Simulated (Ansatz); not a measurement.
Input, command and steps of an Ansatz relaxation.

```yaml
crystal:
  lattice:
    - [3.87, 0.0, 0.0]
    - [0.0, 3.87, 0.0]
    - [0.0, 0.0, 8.5]
  atoms:
    - { symbol: Hf, position: [0.0, 0.5, 0.241] }
    - { symbol: Hf, position: [0.5, 0.0, 0.759] }
    - { symbol: Ge, position: [0.0, 0.0, 0.0] }
    - { symbol: Ge, position: [0.5, 0.5, 0.0] }
    - { symbol: Te, position: [0.0, 0.5, 0.62] }
    - { symbol: Te, position: [0.5, 0.0, 0.38] }
basis:
  ecutwfc: 420
kpoints:
  mp_grid: { grid: [10, 10, 4] }
hamiltonian:
  xc: pbesol
scf:
  occupations: { method: gaussian, width: 0.1 }
output:
  forces: true
  stress: true
  eigenvalues: true
relax:
  adjacent_minimum: "off"
  f_tol: 0.01
  max_steps: 40
```

```bash
ansatz run input.yaml --threads 1 --pin off --max-ram 2560MiB --backend cpu --events-out ev --progress --plain --runs-dir out
```

Method: DFT PBEsol, scalar-relativistic, plane waves, PAW (Ansatz 0.2.0).

Of 3 frames 3 are shown, positions in Å and forces in eV/Å; the SCF threshold varies from step to step. The mark taken_back stands on steps that the optimiser undid.

```xyz
6
Lattice="3.8700 0.0000 0.0000 0.0000 3.8700 0.0000 0.0000 0.0000 8.5000" Properties=species:S:1:pos:R:3:forces:R:3 pbc="T T T" step=1 free_energy_over_end_meV_per_atom=5.65
Hf    0.0000    1.9350    2.0485    0.0000    0.0000    0.6746
Hf    1.9350    0.0000    6.4515    0.0000    0.0000   -0.6746
Ge    0.0000    0.0000    0.0000    0.0000    0.0000    0.0000
Ge    1.9350    1.9350    0.0000    0.0000    0.0000    0.0000
Te    0.0000    1.9350    5.2700    0.0000    0.0000    0.2295
Te    1.9350    0.0000    3.2300    0.0000    0.0000   -0.2295
6
Lattice="3.8700 0.0000 0.0000 0.0000 3.8700 0.0000 0.0000 0.0000 8.5000" Properties=species:S:1:pos:R:3:forces:R:3 pbc="T T T" step=2 free_energy_over_end_meV_per_atom=20.13 taken_back
Hf    0.0000    1.9350    2.1837    0.0000    0.0000   -1.1332
Hf    1.9350    0.0000    6.3163    0.0000    0.0000    1.1332
Ge    0.0000    0.0000    0.0000    0.0000    0.0000    0.0000
Ge    1.9350    1.9350    0.0000    0.0000    0.0000    0.0000
Te    0.0000    1.9350    5.3155    0.0000    0.0000   -0.5303
Te    1.9350    0.0000    3.1845    0.0000    0.0000    0.5303
6
Lattice="3.8700 0.0000 0.0000 0.0000 3.8700 0.0000 0.0000 0.0000 8.5000" Properties=species:S:1:pos:R:3:forces:R:3 pbc="T T T" step=3 free_energy_over_end_meV_per_atom=0.00
Hf    0.0000    1.9350    2.0962    0.0000    0.0000   -0.0076
Hf    1.9350    0.0000    6.4038    0.0000    0.0000    0.0076
Ge    0.0000    0.0000    0.0000    0.0000    0.0000    0.0000
Ge    1.9350    1.9350    0.0000    0.0000    0.0000    0.0000
Te    0.0000    1.9350    5.2807    0.0000    0.0000    0.0043
Te    1.9350    0.0000    3.2193    0.0000    0.0000   -0.0043
```

Time: 2.3 min on 1 thread of Arm Neoverse V1, on a shared host, peak memory 0.68 GiB.

Spin–orbit coupling is left out, which can shift energies with elements as heavy as these.